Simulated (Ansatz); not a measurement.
Input:

LaGePt:
```xyz
6
Lattice="-2.1447 2.1447 7.5203 2.1447 -2.1447 7.5203 2.1447 2.1447 -7.5203" Properties=species:S:1:pos:R:3 pbc="T T T"
La     0.0000     2.1447     3.7555
La     0.0000     0.0000    15.0359
Ge     2.1447     0.0000     2.5424
Ge     0.0000     0.0000     6.3025
Pt     2.1447     0.0000     5.0426
Pt     0.0000     0.0000     8.8027
```

This is the r²SCAN-relaxed structure.

Q: All from the program Ansatz at the r²SCAN level (PAW), unless another level is named. Estimate the electronic character.

A: metallic (no gap).

Q: Next, the density of states at the Fermi level?

A: 0.58 states/eV per atom (mean over ±0.08 eV).

Q: What about the formation energy from the elements (no fitted shifts)?

A: -1.21 eV/atom.

Space group I4_1md. The workflow started from a Materials Project entry (that database holds measured and hypothetical structures alike); the Crystallography Open Database copy checked does not list it. With Ge and Pt taken as one species the cell has the higher symmetry I4_1/amd, so it may be an ordered model of a mixed-site phase. Whether it is the stable phase at ambient conditions was not checked. The r²SCAN relaxation kept the symmetry of its start; whether a distortion lowers the energy is not shown. No spin polarisation was allowed. The references are the lowest solids computed at this level, not always the standard phases. Scalar-relativistic: spin–orbit coupling is off unless named, which matters more the heavier the elements.

Potentials: the later of the program's two PAW sets.
